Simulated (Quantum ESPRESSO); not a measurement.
Different elements on one site among In Mo Sn Ti

Calculated results; nothing here was measured. They come from Quantum ESPRESSO 7.5, a public plane-wave density functional program. Each row is one single-point run on a made-up periodic cell of eight metal atoms, with elements, volume, strain and displacements drawn at random and not relaxed, so a cell may be unstable or far from any real phase. There is no spin polarisation or spin-orbit coupling.

Settings: PBE unless stated; PseudoDojo standard norm-conserving files; Fermi-Dirac width 0.25 eV, which means electrons at about 2900 K; cutoff 1143 eV; 8 x 5 x 3 k mesh shifted half a step off Gamma. E is the free energy of the whole cell (internal energy minus TS), so a -TS column is already part of it. Stress is positive in tension, and the pressure P is minus a third of its trace.

Checks: one run of this series was repeated at a higher cutoff and on a denser mesh, which moved values by no more than 0.004 eV, 0.08 GPa and 0.013 eV/Å, and a second program with other atomic files agreed on it to 2 % rms in force and 0.5 GPa in pressure. Known limits: the tin pseudopotential is less sure than most, with forces differing by about three percent from a second method on plain tin; heavy elements are run without spin-orbit coupling, which real alloys of them have; a spin test at this wide smearing found no moment, but such smearing suppresses magnetism that the real alloy may have.

The lattice is face-centred cubic, and the cell vectors in Å are (0.000, -2.129, -2.129); (-4.258, 2.129, -2.129); (6.387, 6.387, -4.258), a volume of 154.38 Å³. The elements on sites 1 to 8 are Mo Ti Ti In Sn Mo X Sn. The runs change X and keep the cell and the displaced positions. The column v is a rough volume for each atom of the pure element, close to PBE values, from general knowledge and not from these runs. Energies are left out, as each element's file has its own zero.

```
run   X  v (Å³)  -TS (eV)  force on X (eV/Å)  rms force (eV/Å)  P (GPa)
  1  Ta    18.3    -1.867              1.485             0.676     0.31
  2  Au    18.0    -1.784              1.406             0.685    -0.10
  3  Pd    15.3    -1.853              0.792             0.651    -2.18
  4  Sc    24.6    -1.925              1.690             0.722     3.82
  5  Mo    15.8         ?                  ?                 ?        ?
```

## Worked fit

A straight line through the runs shown gives P = -11.5 + 0.629 v GPa with v in Å³, an error of 0.047 on the slope and a scatter of 0.32 GPa. At this fixed volume the pressure tends to rise with the size of X.

## Withheld run

Question: what pressure should run 5, with Mo, give?

The fit gives -1.56 ± 0.39 GPa. The calculation gave -2.25 GPa.
